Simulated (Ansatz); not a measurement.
ZnAg (CsCl type, Pm-3m), DFT-PBEsol in the program Ansatz with PAW potentials, all energies at zero smearing, with the estimated change up to a 700 eV cutoff added, with one set of potentials and settings (totals compare only within such a set). Cell of 2 atoms (1 Zn, 1 Ag): -10803.284 eV.

| element | reference phase | E (eV/atom) |
|---|---|---|
| Zn | P6_3/mmc, 2 atoms in the cell | -3280.9077 |
| Ag | P6_3/mmc, 4 atoms in the cell | -7522.2452 |

Formation energy per atom, worked out: (-10803.284 − 1×(-3280.9077) − 1×(-7522.2452))/2 = -0.066 eV/atom (-6 kJ per mol of atoms), at 0 K, without zero-point energy or fitted corrections.

The first step of the workflow began from a Materials Project structure, measured or hypothetical; the Crystallography Open Database files this formula in space group No. 221, but the cells were not matched. Its standing as an ambient phase is unchecked. The cell was relaxed with PBEsol under the symmetry of its start; of distortions, only those at the zone centre were tested. No spin polarisation was allowed. The references are the lowest solids computed at this level, not always the standard phases.

Potentials: the later of the program's two PAW sets.
